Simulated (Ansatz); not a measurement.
C:
```xyz
4
Lattice="2.4934 0.0000 0.0000 -1.2467 2.1593 0.0000 0.0000 0.0000 4.1495" Properties=species:S:1:pos:R:3 pbc="T T T"
C      0.0000     1.4396     0.2604
C      1.2467     0.7198     2.3352
C      1.2467     0.7198     3.8891
C      0.0000     1.4396     1.8144
```

Relaxed with HSE06. Special points in fractions of this cell's reciprocal vectors: Γ (0.000, 0.000, 0.000); M (0.500, 0.000, 0.000); K (0.333, 0.333, 0.000); A (0.000, 0.000, 0.500); L (0.500, 0.000, 0.500); H (0.333, 0.333, 0.500).

**Question.** List the band energies nearest the valence-band maximum at these points for HSE06 in the plane-wave PAW code Ansatz.

**Answer.** In eV from the valence-band maximum; about four levels below and three above (degenerate sets whole), none deeper than 8.9 eV; points with the same levels are listed once.

| k | below | above |
|---|---|---|
| Γ | -3.41 -3.41 -0.50 0.00 0.00 | 6.35 6.35 6.77 |
| M | -7.15 -6.51 -3.48 | 5.69 9.45 9.92 |
| K | -7.94 -7.94 -7.75 | 4.33 13.83 13.83 |
| A | -2.04 -2.04 -2.04 -2.04 | 8.82 8.82 8.82 8.82 |
| L | -5.64 -5.64 -5.32 -5.32 | 7.21 7.21 7.90 7.90 |
| H | -4.75 -4.75 | 8.95 8.95 10.56 10.56 |

Space group P6_3/mmc (lonsdaleite). The cell was relaxed with HSE06 under the symmetry of its start. The hybrid was solved on a coarse mesh, the path and, where they were found, the r²SCAN edge points; its band edges are the extreme levels among these.

Potentials: the later of the program's two PAW sets.
